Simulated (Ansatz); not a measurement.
# Structure search: one Si2N candidate

Theory: DFT PBE, scalar-relativistic, plane waves, PAW in Ansatz. Cutoff 420 eV, Gaussian smearing, Γ-centred meshes. Cell and atoms relax first on a coarse mesh and then on a finer one. In between, the cell is made exact in the group found at 0.06 Å. In metals the finer mesh still leaves noise of several meV/atom or more. The steps can't lower the symmetry of their start. No spin polarisation in the relaxation; trial moments died out in a coarse test.

A trial structure of Si2N was built thus: 3-, 4-connected net, elements by coordination (P4/m, No. 83). Its size is a rough estimate.

```xyz
12
Lattice="5.7643 0.0000 0.0000 0.0000 5.7643 0.0000 0.0000 0.0000 4.4518" Properties=species:S:1:pos:R:3 pbc="T T T"
Si    1.1731    5.6175    0.8360
Si    4.5912    0.1469    0.8360
Si    0.1469    1.1731    0.8360
Si    5.6175    4.5912    0.8360
Si    4.5912    0.1469    3.6158
Si    1.1731    5.6175    3.6158
Si    5.6175    4.5912    3.6158
Si    0.1469    1.1731    3.6158
N     5.5027    3.6746    2.2259
N     0.2616    2.0898    2.2259
N     2.0898    5.5027    2.2259
N     3.6746    0.2616    2.2259
```

The zero of energy is the elements' standard structures at the same level (N₂ as a molecule); no fitted shifts are applied.

Question: Where does the relaxation end?

Answer: The symmetry goes from P4/m (No. 83) to P4/mmm (No. 123). The volume per atom grows by 70.9 %, from 12.3 to 21.1 Å³. The shortest distance goes from 1.67 Å (Si–N and N–N) to 1.40 Å (N–N). The energy falls by about 5.9 eV/atom (the start's value is from the coarse mesh). Conventional cell: a = 7.021 Å, c = 5.128 Å. Si has 1 N at 1.78 Å and 3 Si at 2.35–2.40 Å; N has 1 N at 1.40 Å and 2 Si at 1.78 Å.

```cif
data_structure
_symmetry_space_group_name_H-M 'P 1'
_symmetry_Int_Tables_number 1
_cell_length_a 7.0210
_cell_length_b 7.0210
_cell_length_c 5.1276
_cell_angle_alpha 90.000
_cell_angle_beta 90.000
_cell_angle_gamma 90.000
_cell_volume 252.76
loop_
_atom_site_label
_atom_site_type_symbol
_atom_site_fract_x
_atom_site_fract_y
_atom_site_fract_z
_atom_site_occupancy
Si1 Si 0.24152 0.00000 0.22902 1
Si2 Si 0.75848 0.00000 0.22902 1
Si3 Si 0.00000 0.24152 0.22902 1
Si4 Si 0.00000 0.75848 0.22902 1
Si5 Si 0.75848 0.00000 0.77098 1
Si6 Si 0.24152 0.00000 0.77098 1
Si7 Si 0.00000 0.75848 0.77098 1
Si8 Si 0.00000 0.24152 0.77098 1
N1 N 0.00000 0.59990 0.50000 1
N2 N 0.00000 0.40010 0.50000 1
N3 N 0.40010 0.00000 0.50000 1
N4 N 0.59990 0.00000 0.50000 1
```

Question: Give its energy and gap.

Answer: The formation energy is +0.37 eV/atom. The gap on the 6×6×8 mesh of the 12-atom cell is 0 eV (a metal).

A positive value: parting into the elements would lower its energy.

The last run used Gaussian smearing of 0.10 eV. A structure relaxed within its symmetry needn't be a true minimum. Another cell of Si2N relaxed alike, in P2/m, lies 0.45 eV/atom lower, so this cell isn't the stable form at this level.
